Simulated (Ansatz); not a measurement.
The cell is a 6-atom cell of HfSnO4 built on tetragonal HfO2 (relaxed group P-4m2); cell and atoms were relaxed with r2SCAN. It is tetragonal, P-4m2 (No. 115); a = 3.564 Å, c = 5.338 Å in the conventional setting, 11.30 Å³ an atom. Hf is surrounded by 8 O at 2.03–2.45 Å; Sn is surrounded by 8 O at 2.04–2.46 Å; O is surrounded by 2 Hf at 2.03 Å and 2 Sn at 2.46 Å; O is surrounded by 2 Sn at 2.04 Å and 2 Hf at 2.45 Å.

```
CELL_PARAMETERS angstrom
3.56429 0.00000 0.00000
0.00000 3.56429 0.00000
0.00000 0.00000 5.33823
ATOMIC_POSITIONS crystal
Hf 0.50000 0.50000 0.50000
Sn 0.00000 0.00000 0.00000
O 0.50000 0.00000 0.68195
O 0.00000 0.50000 0.81563
O 0.00000 0.50000 0.31805
O 0.50000 0.00000 0.18437
```

The questions ask for values computed with Ansatz 0.2.0 on this geometry. Values at 0 K without nuclear motion; no magnetic order is allowed, and the phase may be a hypothetical one.

Task: What gap does r2SCAN give, and where are the band edges?

Result: With r2SCAN the valence top lies at M and the conduction bottom at Γ, 2.58 eV higher; the smallest vertical gap, at Γ, is 2.75 eV.

Task: Estimate the gap with PBE on 8×8×6.

Result: With PBE the valence top lies at M and the conduction bottom at Γ, 2.03 eV higher; the smallest vertical gap, at Γ, is 2.16 eV. The gap differs by -0.55 eV from r2SCAN's.

Task: How does the gap change from r2SCAN to PBE+SOC (8×8×6)?

Result: PBE+SOC gives an indirect gap of 2.04 eV, from M to Γ; the least direct gap is 2.17 eV at Γ. Spin-orbit coupling itself accounts for 0.00 eV. The gap differs by -0.54 eV from r2SCAN's.

Task: Estimate the gap with HSE06 on 4×4×4.

Result: HSE06 gives an indirect gap of 3.43 eV, from M to Γ; the least direct gap is 3.69 eV at Γ. The gap differs by +0.85 eV from r2SCAN's.

Task: What does PBE0 give for the gap (4×4×4 mesh)?

Result: The PBE0 gap is indirect, 4.16 eV (M to Γ), below the direct gap of 4.42 eV at Γ. The gap differs by +1.58 eV from r2SCAN's.

Task: Relaxed again with PBEsol, is the cell stable at the zone centre, and where do its optical modes lie?

Result: The zone-centre optical frequencies run from 29 to 679 cm⁻¹, none imaginary (the rest of the zone wasn't tested). With the long-range field the highest mode reaches 712 cm⁻¹. By the program's warning the force constants, and with them frequencies and ε⁰, aren't converged on this mesh.

Only the levels marked +SOC include spin-orbit coupling.

The meshes of the hybrids are coarse, so their gaps aren't converged to the digits shown.

For a response run the program warns that the ground state's bands aren't all converged, so ε∞ carries an extra error.
